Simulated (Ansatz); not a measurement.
# Tetragonal deformation path in TiC

Level of theory: DFT LDA, scalar-relativistic, plane waves, PAW in Ansatz. The runs took a 420 eV cutoff, a Γ-centred 20×20×20 mesh and Gaussian smearing (0.15 eV). No spin polarisation. Energies are free energies at this smearing, counted from the undisturbed cell; pressure is positive in compression.

Zero of the scan (as given, not relaxed at this level; it stands at -12.0 GPa):

```xyz
2
Lattice="0.0000 2.1640 2.1640 2.1640 0.0000 2.1640 2.1640 2.1640 0.0000" Properties=species:S:1:pos:R:3 pbc="T T T"
Ti    0.0000    0.0000    0.0000
C     2.1640    2.1640    2.1640
```

At fixed volume and fractional coordinates, lengths along (0.000, 0.000, 1.000) are scaled against those across it; ρ is that ratio over its starting value. The cell is metallic on the mesh throughout. At -12 GPa the given cell is far from its own equilibrium, so these figures belong to a strongly strained crystal.

| ρ | ΔE (meV/atom) |
| --- | --- |
| 0.650 | 2369.7 |
| 0.707 | 1465.3 |
| 0.780 | 673.2 |
| 0.850 | 256.1 |
| 0.920 | 60.3 |
| 1.000 | 0.0 |
| 1.100 | 64.7 |
| 1.200 | 228.9 |
| 1.300 | 472.3 |
| 1.414 | 831.9 |
| 1.500 | 1151.9 |

Task: Predict the pressure (GPa) at each point.

Result:
| ρ | pressure (GPa) |
| --- | --- |
| 0.650 | 64.9 |
| 0.707 | 43.1 |
| 0.780 | 18.0 |
| 0.850 | 0.9 |
| 0.920 | -8.7 |
| 1.000 | -12.0 |
| 1.100 | -7.8 |
| 1.200 | 3.2 |
| 1.300 | 19.0 |
| 1.414 | 40.7 |
| 1.500 | 58.8 |